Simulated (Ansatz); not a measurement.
Consider the following.

Starting cell, SiO$_{2}$ (rutile):

```
CELL_PARAMETERS angstrom
      4.23588     0.00000     0.00000
      0.00000     4.23588     0.00000
      0.00000     0.00000     5.37981
ATOMIC_POSITIONS crystal
  Si 0.50000 0.50000 0.25000
  Si 0.50000 0.50000 0.75000
  Si 0.00000 0.00000 0.00000
  Si 0.00000 0.00000 0.50000
  O  0.80699 0.80699 0.25000
  O  0.80699 0.80699 0.75000
  O  0.30699 0.69301 0.00000
  O  0.30699 0.69301 0.50000
  O  0.69301 0.30699 0.00000
  O  0.69301 0.30699 0.50000
  O  0.19301 0.19301 0.25000
  O  0.19301 0.19301 0.75000
```

A phonon eigenvector at Z = (0.0, 0.0, 0.5) is frozen into this cell: atom i moves by Q times the vector below, so Q is the largest atomic displacement, in Å. The cell is held. It is one choice among 2 degenerate patterns. (q is in reciprocal vectors of the primitive cell; the cell shown is doubled to hold the pattern.)

```tsv
atom	x	y	z
Si1	0.162	-0.162	0.000
Si2	-0.162	0.162	0.000
Si3	-0.707	-0.707	0.000
Si4	0.707	0.707	0.000
O5	0.012	-0.012	0.209
O6	-0.012	0.012	-0.209
O7	-0.053	-0.053	0.048
O8	0.053	0.053	-0.048
O9	-0.053	-0.053	-0.048
O10	0.053	0.053	0.048
O11	0.012	-0.012	-0.209
O12	-0.012	0.012	0.209
```

These are PBE (plane waves to 420 eV, PAW, scalar-relativistic; Ansatz, an electronic-structure program) values and carry that method's errors. k mesh 8×8×6 (Γ-centred), Fermi-Dirac smearing 0.05 eV. Energies are smeared free energies. SiO2 was relaxed with its symmetry unable to fall. The PAW data are Ansatz's earlier set. The zero of ΔE is the undisplaced structure.

The scan covers Q from -0.100 to 0.100 Å in 13 points.

Task: Which space group does the distorted structure have?

Result: C222_1 (No. 20), lowered from P4_2/mnm.

Task: What is the energy change at Q = 0.100 Å?

Result: 169.2 meV/cell.

Task: What harmonic wavenumber does the curvature at Q = 0 give?

Result: 385 cm⁻¹.

(For displaced atoms, the force is minus the slope of the energy, and its curvature is a force constant, which sets phonon frequencies.)
